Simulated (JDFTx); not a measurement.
System: Zn(1 0 -1 0) (P6_3/mmc bulk; lattice of mp-79, not re-optimised at this level), 1x1 cell of 8 atoms in 8 planes, area 12.74 Å² a face, 7.7 Å between the outermost planes in a cell 23.5 Å high; k mesh 8×4×1, Fermi width 0.01 Ha, no spin polarisation.

Level of theory: PBE, GBRV ultrasoft potentials, plane waves to 20/100 Ha; code: a modified build of JDFTx. Liquid on both sides: linear PCM (GLSSA13), water, 1 M NaF; nuclei fixed, outer atoms relaxed in vacuum. Potentials refer to SHE, placed 4.44 V below the bulk liquid's zero by convention. This is a symmetric, unreconstructed model surface, and the continuum liquid cannot react with it.

```tsv
U (V vs SHE)	μ (eV)	excess electrons per cell	σ (μC/cm², per face)	run
-1.35	-3.09	0.200	-12.6	fixed potential
-1.15	-3.29	0.160	-10.0	fixed potential
-0.43	-4.01	0.000	0.0	neutral
-0.30	-4.14	___	___	fixed potential
-0.15	-4.29	-0.071	4.5	fixed potential
0.42	-4.86	-0.239	15.0	fixed charge
0.45	-4.89	___	___	fixed potential
```

Problem. Fill in the missing entries, row by row.

Solution. 
- -0.30, excess electrons per cell: -0.032
- -0.30, σ (μC/cm², per face): 2.0
- 0.45, excess electrons per cell: -0.250
- 0.45, σ (μC/cm², per face): 15.7
